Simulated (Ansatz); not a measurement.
## Calculated quadrupolar parameters for CaSiH2O4

The cell is a Materials Project structure (computed, not necessarily an observed phase), atoms as given.

```
CELL_PARAMETERS angstrom
0.00000 9.96697 3.02705
5.63826 0.00000 3.02705
5.63826 9.96697 0.00000
ATOMIC_POSITIONS crystal
Ca 0.01384 0.49289 0.33172
Ca 0.49289 0.01384 0.16154
Ca 0.91828 0.08846 0.23616
Ca 0.08846 0.91828 0.75711
Si 0.40957 0.09841 0.72252
Si 0.09841 0.40957 0.76950
Si 0.52748 0.48050 0.84044
Si 0.48050 0.52748 0.15159
H 0.59835 0.75109 0.34379
H 0.75109 0.59835 0.30676
H 0.90621 0.94324 0.65165
H 0.94324 0.90621 0.49890
H 0.32985 0.70298 0.80461
H 0.70298 0.32985 0.16257
H 0.44539 0.08743 0.92015
H 0.08743 0.44539 0.54702
O 0.25930 0.25930 0.74070
O 0.50930 0.50930 0.99070
O 0.71357 0.29333 0.46237
O 0.29333 0.71357 0.53073
O 0.78763 0.71927 0.53643
O 0.71927 0.78763 0.95667
O 0.25699 0.94341 0.99177
O 0.94341 0.25699 0.80783
O 0.25823 0.44217 0.99301
O 0.44217 0.25823 0.30659
O 0.38602 0.88694 0.68503
O 0.88694 0.38602 0.04202
O 0.56497 0.20798 0.86398
O 0.20798 0.56497 0.36307
O 0.77687 0.77687 0.22313
O 0.02687 0.02687 0.47313
```

Atoms are numbered from 1 in the order listed; like atoms form one site, named after its first atom.

All values are calculated (Ansatz; DFT, PBE, plane waves and PAW (field gradients read without the response of the frozen cores, which leaves them typically 4 to 6 % off), scalar-relativistic, 420 eV cutoff, Γ-centred 4×4×4 k-points, Fermi–Dirac smearing 0.02 eV), not measured.

C_Q = eQV_zz/h, which is 24.18 MHz for Q = 1 b and V_zz = 10²¹ V/m²; η = (V_xx − V_yy)/V_zz.

Ca-43: I = 7/2, Q = -40.80 mb; ²H: I = 1, Q = 2.858 mb; 17O: I = 5/2, Q = -25.58 mb. Quadrupole moments are those of Pyykkö's year-2017 table.

| site | atoms (order as listed) | first shell | V_zz (10²¹ V/m²) | η | C_Q (MHz) |
| --- | --- | --- | --- | --- | --- |
| Ca | 1, 2, 3, 4 | 8 O at 2.30–2.85 Å | -2.72 | 0.34 | 2.68 |
| Si | 5, 6, 7, 8 | 4 O at 1.61–1.69 Å | -3.23 | 0.74 | – |
| H9 | 9, 10, 11, 12 | 1 O at 1.00 Å; also 1 O at 1.78 Å | 2.91 | 0.13 | 0.201 |
| H13 | 13, 14, 15, 16 | 1 O at 1.03 Å; also 1 O at 1.59 Å | 2.09 | 0.07 | 0.145 |
| O17 | 17, 18 | 2 Si at 1.66 Å, angle 178°; also 2 Ca at 2.85 Å | 9.83 | 0.27 | -6.08 |
| O19 | 19, 20, 21, 22 | 1 Si at 1.61 Å; also 1 H at 1.78 Å, 2 Ca at 2.30–2.44 Å | 4.33 | 0.42 | -2.68 |
| O23 | 23, 24, 25, 26 | 1 Si at 1.62 Å; also 1 H at 1.59 Å, 2 Ca at 2.39–2.46 Å | 4.43 | 0.26 | -2.74 |
| O27 | 27, 28, 29, 30 | 1 H at 1.03 Å, 1 Si at 1.69 Å, angle 112°; also 2 Ca at 2.46–2.75 Å | 8.93 | 0.57 | -5.52 |
| O31 | 31, 32 | 2 H at 1.00 Å, angle 104°; also 2 Ca at 2.76 Å | -11.65 | 0.91 | 7.21 |

At H9 and H13 V_zz points along its bond to O (within 3°) in each case. At O19 and O23 V_zz points along its bond to Si (within 7°) in each case. At O17 V_zz points along the line of its two bonds (within 2°).

Si has no stable isotope with a ground-state quadrupole moment in the table, so no C_Q is given.

The lattice is static: at room temperature water may turn and average the couplings of its hydrogen.
